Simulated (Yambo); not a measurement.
Yambo run on AgBr (rock salt, space group Fm-3m, No. 225). The wavefunctions are LDA (pw.x of Quantum ESPRESSO, ONCV potentials, no spin-orbit coupling) ones on a 4×4×4 mesh (13 occupied bands); a = b = c = 3.9489 Å, α = β = γ = 60.00°.

Yambo input:

```
rim_cut
gw0
dyson
el_el_corr
HF_and_locXC
ppa
em1d
RandQpts= 1000000
RandGvec= 1 Ry
EXXRLvcs= 86 Ry
VXCRLvcs= 344 Ry
Chimod= "HARTREE"
% BndsRnXp
 5 | 114 |
%
NGsBlkXp= 10 Ry
% LongDrXp
 1.0 | 1.0 | 1.0 |
%
PPAPntXp= 27.2114 eV
% GbndRnge
 1 | 43 |
%
GTermKind= "BG"
DysSolver= "n"
ExtendOut
% QPkrange
 1 | 1 | 13 | 14 |
 3 | 3 | 13 | 13 |
%
```

k points by index: 1 = Γ, 3 = L.

Table of the .qp output:

```
#    K-point    Band    Eo [eV]    E [eV]    E-Eo [eV]    Vxc [eV]    Vnlxc [eV]    Sc|Eo [eV]    Sc|E [eV]    dSc/dw|Eo [eV]    Re(Z)    Im(Z)
#
    1    13    -2.240234    -3.107370    -0.867136    -13.30377    -16.75906    2.374113    2.588155    -6.718004    0.801983    0.003700
    1    14    0.380067    0.961787    0.581721    -11.49196    -7.036669    -3.753205    -3.873569    -5.629496    0.828581    -0.001056
    3    13    0.000000    -0.864046    -0.864046    -19.82253    -24.05645    3.161155    3.369879    -6.572553    0.805452    -0.001167
```
(The two width columns are left out.) Convergence of these settings isn't established.

Geometry relaxed with LDA.
